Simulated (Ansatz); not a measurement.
Total density of states per atom from DFT-PBE in the program Ansatz with PAW potentials, in 0.25 eV bins, energy from the Fermi level:

```
E (eV) | states/eV/atom
    -7.85 | ### 0.14
    -7.60 | ## 0.11
    -7.35 | ## 0.10
    -7.10 | ##### 0.22
    -6.85 | ########## 0.45
    -6.60 | ################### 0.90
    -6.35 | ############# 0.59
    -6.10 | ####### 0.34
    -5.85 | ######### 0.42
    -5.60 | ############ 0.55
    -5.35 | ############ 0.54
    -5.10 | ############### 0.72
    -4.85 | #################### 0.92
    -4.60 | ################# 0.79
    -4.35 | #################### 0.95
    -4.10 | ################ 0.74
    -3.85 | ############ 0.56
    -3.60 | ######## 0.37
    -3.35 | ###### 0.30
    -3.10 | ######## 0.36
    -2.85 | ########## 0.49
    -2.60 | ############ 0.58
    -2.35 | ############### 0.70
    -2.10 | ############## 0.63
    -1.85 | ############ 0.58
    -1.60 | ######## 0.40
    -1.35 | #### 0.20
    -1.10 | ##### 0.21
    -0.85 | ##### 0.22
    -0.60 | ###### 0.30
    -0.35 | ########### 0.51
    -0.10 | ############ 0.55
     0.15 | ################ 0.73
     0.40 | ################### 0.88
     0.65 | ############################## 1.40
     0.90 | ############################ 1.29
     1.15 | #################### 0.95
     1.40 | ######################### 1.15
     1.65 | ################## 0.82
     1.90 | ############# 0.59
     2.15 | ################# 0.78
     2.40 | ################# 0.81
     2.65 | ############## 0.65
     2.90 | ################ 0.73
     3.15 | ############### 0.72
     3.40 | ######## 0.37
     3.65 | ###### 0.29
     3.90 | ############# 0.62
     4.15 | ############# 0.60
     4.40 | ########## 0.47
```

Task: Which compound is it?
(A) PbS, rock salt
(B) SnO2, P4_2/nmc (Sn on 2a, O on 4d)
(C) Ta, diamond
(D) TaSnS, P4/nmm (Ta on 2c, Sn on 2a, S on 2c)

Result: D, TaSnS, P4/nmm (Ta on 2c, Sn on 2a, S on 2c). Within 0.5 eV of the Fermi level: Ta 5d 79 %, S 3p 6 %. Projections are on Löwdin-orthogonalised atomic valence shells; empty p or d shells of many metals are not among them.

The start of the workflow was typed in or built on a structure type; neither database checked (COD, Materials Project) lists it. Its standing as an ambient phase is unchecked. The PBE relaxation kept the symmetry of its start; its stability against distortions is not shown here. No spin polarisation was allowed. The volume moved by -18 % from the start of the relaxation. Scalar-relativistic: spin–orbit coupling is off unless named, which matters more the heavier the elements.

Potentials: the earlier of the program's two PAW sets.
